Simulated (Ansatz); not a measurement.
## Notes on LuBi$_{2}$ClO$_{4}$

```xyz
8
Lattice="3.8960 0.0308 0.1210 0.0308 3.8842 -0.1198 0.2803 -0.2775 9.1594" Properties=species:S:1:pos:R:3 pbc="T T T"
Cl    3.9549    3.7421    4.6175
Lu    3.9266    3.8837    0.0347
O     2.1907    3.5792    7.5882
O     0.2594    1.6397    7.6909
O     2.0496    0.0264    1.5027
O     3.8975    1.9061    1.4570
Bi    2.1551    1.7570    6.6061
Bi    2.0909    1.9151    2.5634
```

The numbers come from plane-wave PAW DFT (Ansatz): BLYP, no spin polarisation, 420 eV, 5×5×2 (shifted by 0, 0.5, 0 steps) k points, gaussian occupations (width 0.015 eV). Nothing was relaxed.

Q: Describe some of the short contacts.

A: O–Bi at 2.07 Å: least valence density 0.77 e/Å³ and ELF 0.28 there. Lu–O at 2.29 Å: least valence density 0.42 e/Å³ and ELF 0.15 there. Cl–Bi at 3.20 Å: least valence density 0.13 e/Å³ and ELF 0.11 there, a closed-shell (ionic or weak) contact. Both are smooth PAW fields, read partly inside the augmentation spheres.

Q: Which orbitals make up the band edges?

A: Within 0.7 eV of the edges, the states project mainly on O p (72 %) below the gap and on Bi p (69 %) above it.

Q: Which element gives electrons and which takes them?

A: Bader charges in e: Lu +2.21, Bi +1.81, Cl -0.76, O -1.27. In the mean Lu gives up most and O takes most.

Q: Metal or insulator? Give the gap.

A: The gap on the k mesh is 1.85 eV; the mesh may miss the band edges, so the true gap of this level can be smaller.

Origin: a strained cell with displaced atoms, so it need not be a known compound. Caveats: an odd or shifted mesh can miss the band edges, so this level's true gap may be smaller; no spin-orbit coupling, which can shift this gap by tenths of an eV; atoms or cell far from equilibrium; forces of this functional can be a tenth off on these datasets.
